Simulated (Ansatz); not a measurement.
The elements of this relaxed crystal are hidden behind letters.

```
lattice vectors (Å)
   3.3502    0.0000    0.0000
   0.0000    3.3502    0.0000
   0.0000    0.0000    8.0836
fractional positions
X 0.0000 0.0000 0.0000
Z 0.5000 0.5000 0.6959
Z 0.5000 0.5000 0.3041
Q 0.5000 0.0000 0.1443
Q 0.0000 0.5000 0.8557
```

These are results of Ansatz, DFT PBE, scalar-relativistic, plane waves, PAW, not measurements. Plane waves to 420 eV, a 12×12×6 mesh through Γ for the 5-atom cell and 0.10 eV Gaussian smearing; no spin polarisation.

| Item | Value |
| --- | --- |
| Space group | P-4m2 (No. 115) |
| Conventional cell | a = 3.350 Å, c = 8.084 Å |
| Volume per atom | 18.15 Å³ |
| Density | 6.05 g/cm³ |
| Formation energy | +0.28 eV/atom |
| Gap on the 12×12×6 mesh of the 5-atom cell | 0 eV (a metal) |

Energies are uncorrected and count from the elements' standard states at the same level.

**Question.** X is a d-block element of period 4, Z is a p-block element of period 5 and Q is a p-block element of period 2. Which elements are they?

**Answer.** X = Zn, Z = Sn, Q = N, so the formula is ZnSn2N2. Density times volume gives a mean mass of 6.05 × 18.15/1.6605 = 66.1 u per atom, and this set has 66.2 u. Zn is surrounded by 4 N at 2.04 Å; Sn has 2 N at 2.12 Å; around N lie 2 Zn at 2.04 Å and 2 Sn at 2.12 Å. Other sets within the hints have nearly the same mass, so mass alone doesn't settle it; this one was computed.

Symmetry constrained the relaxation, so the result can be a saddle point. Another cell of ZnSn2N2 relaxed alike, in C2, lies 30 meV/atom lower, so this cell isn't the stable form at this level.
